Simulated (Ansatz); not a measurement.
# TaGe₂, first-principles data

TaGe$_{2}$:
```
CELL_PARAMETERS angstrom
      4.97451     0.00000     0.00000
     -2.48726     4.30805     0.00000
      0.00000     0.00000     6.73592
ATOMIC_POSITIONS crystal
  Ta 0.50000 0.00000 0.50000
  Ta 0.50000 0.50000 0.83333
  Ta 0.00000 0.50000 0.16667
  Ge 0.16359 0.32719 0.50000
  Ge 0.83641 0.16359 0.83333
  Ge 0.67281 0.83641 0.16667
  Ge 0.83641 0.67281 0.50000
  Ge 0.16359 0.83641 0.83333
  Ge 0.32719 0.16359 0.16667
```

Space group P6_222 (No. 180); conventional cell a = b = 4.975 Å, c = 6.736 Å, α = β = 90.00°, γ = 120.00°.

Method: r²SCAN in the plane-wave PAW code Ansatz. The cell and atoms are relaxed at this level. Other levels are named where they apply.

### Cell and energy

```yaml
volume_per_atom: 16.04 Å³
density: 11.26 g/cm³
Formation energy from the elements (no fitted shifts): -19 kJ/mol of atoms
```

### Electronic structure

```yaml
electronic_character: metallic (no gap)
Density of states at the Fermi level: 0.41 states/eV per atom (mean over ±0.08 eV)
Gap with spin–orbit coupling: none (metallic)
```

### Mechanics

```yaml
Bulk modulus (Birch–Murnaghan fit): 161 GPa
Pressure derivative B′: 4.6
```

### Charges

```yaml
bader_charges: Ta +1.04, Ge -0.52 e
```

The workflow started from a Materials Project entry (that database holds measured and hypothetical structures alike); the Crystallography Open Database files this formula in space group No. 180, but the cells were not matched. Its standing as an ambient phase is unchecked. The cell was relaxed with r²SCAN under the symmetry of its start; whether a distortion lowers the energy is not shown. No spin polarisation was allowed. The references are the lowest solids computed at this level, not always the standard phases. Spin–orbit coupling is left out wherever it is not named.

Potentials: the later of the program's two PAW sets.
